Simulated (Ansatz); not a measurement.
With the program Ansatz at the r²SCAN level (PAW), GaAs in the rock salt structure (Fm-3m) relaxes to a = 5.329 Å. As has 6 nearest neighbours from 2.66 Å (octahedral); Ga has 6 nearest neighbours from 2.66 Å (octahedral).

Electronic character: metallic (no gap). Gap from r²SCAN with spin–orbit coupling: none (metallic).

The bulk modulus is 82.1 GPa. The relaxed-ion elastic constants in GPa are C11 = 156, C12 = 45.4, C44 = 20.4. The elastic constants imply a Debye temperature near 276 K. Bader charges are As -0.66, Ga +0.66 e.

The start of the workflow was typed in or built on a structure type; neither database checked (COD, Materials Project) lists it. It is not the phase usual at ambient conditions (space group No. 216). Symmetry was held in the r²SCAN relaxation; whether a distortion lowers the energy is not shown. As this level gives no gap, shear constants depend on the k-mesh and smearing (Fermi–Dirac, 0.1 eV here). Spin–orbit coupling is left out wherever it is not named.

Potentials: the earlier of the program's two PAW sets.
